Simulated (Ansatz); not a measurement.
MoRu (L1₀ or tetragonal B2, P4/mmm) under volume change, plane-wave PAW r²SCAN (Ansatz code), shape and atoms relaxed at each volume.

```json
[
 {"V (Å³/atom)": "13.260", "E − E(relaxed) (meV/atom)": "129.4", "P (GPa)": "34.40"},
 {"V (Å³/atom)": "13.698", "E − E(relaxed) (meV/atom)": "?", "P (GPa)": "?"},
 {"V (Å³/atom)": "14.135", "E − E(relaxed) (meV/atom)": "?", "P (GPa)": "?"},
 {"V (Å³/atom)": "14.572", "E − E(relaxed) (meV/atom)": "0.0", "P (GPa)": "0.00"},
 {"V (Å³/atom)": "15.009", "E − E(relaxed) (meV/atom)": "11.5", "P (GPa)": "-8.20"},
 {"V (Å³/atom)": "15.446", "E − E(relaxed) (meV/atom)": "43.6", "P (GPa)": "-15.16"},
 {"V (Å³/atom)": "15.883", "E − E(relaxed) (meV/atom)": "93.3", "P (GPa)": "-21.05"}
]
```

Question: What belongs in the gaps?

Answer: 
- 14.135, E − E(relaxed) (meV/atom): 12.8
- 14.135, P (GPa): 9.66
- 13.698, E − E(relaxed) (meV/atom): 54.3
- 13.698, P (GPa): 21.03

Question: What does a third-order Birch–Murnaghan fit give for V₀, B₀ and B′?

Answer: V₀ = 14.57 Å³/atom, B₀ = 296 GPa, B′ = 4.4.

The start of the workflow was typed in or built on a structure type; neither database checked (COD, Materials Project) lists it. Whether it is the stable phase at ambient conditions was not checked. Symmetry was held in the r²SCAN relaxation; whether a distortion lowers the energy is not shown. No spin polarisation was allowed. Spin–orbit coupling is left out wherever it is not named.

Potentials: the later of the program's two PAW sets.
